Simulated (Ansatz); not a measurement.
Here is the system:

NbP:
```cif
data_NbP
_chemical_formula_sum 'Nb1 P1'
_space_group_name_H-M_alt 'P-6m2'
_space_group_IT_number 187
_space_group_name_Hall 'P -6 2'
_cell_length_a 3.33457
_cell_length_b 3.33457
_cell_length_c 3.32676
_cell_angle_alpha 90.000
_cell_angle_beta 90.000
_cell_angle_gamma 120.000
loop_
_atom_site_label
_atom_site_type_symbol
_atom_site_symmetry_multiplicity
_atom_site_Wyckoff_symbol
_atom_site_fract_x
_atom_site_fract_y
_atom_site_fract_z
_atom_site_occupancy
Nb1 Nb 1 a 0.00000 0.00000 0.00000 1
P1 P 1 f 0.66667 0.33333 0.50000 1
```

This is the r²SCAN-relaxed structure.

### Question
All from r²SCAN (plane waves, PAW; program Ansatz), unless another level is named. Predict the electronic character.

### Answer
metallic (no gap).

### Question
Predict the formation energy from the elements (no fitted shifts).

### Answer
-1098 meV/atom.

### Question
And the density of states at the Fermi level?

### Answer
0.18 states/eV per atom (mean over ±0.08 eV).

### Question
And the gap with spin–orbit coupling?

### Answer
none (metallic).

A made-up cell: these elements were put on the sites of a structure type; neither database checked (COD, Materials Project) lists it. COD files the formula under space group No. 141, so this cell is another polymorph or a model. Its standing as an ambient phase is unchecked. Symmetry was held in the r²SCAN relaxation; of distortions, only those at the zone centre were tested. The run is not spin-polarised. The references are the lowest solids computed at this level, not always the standard phases. Scalar-relativistic: spin–orbit coupling is off unless named, which matters more the heavier the elements.

Potentials: the later of the program's two PAW sets.
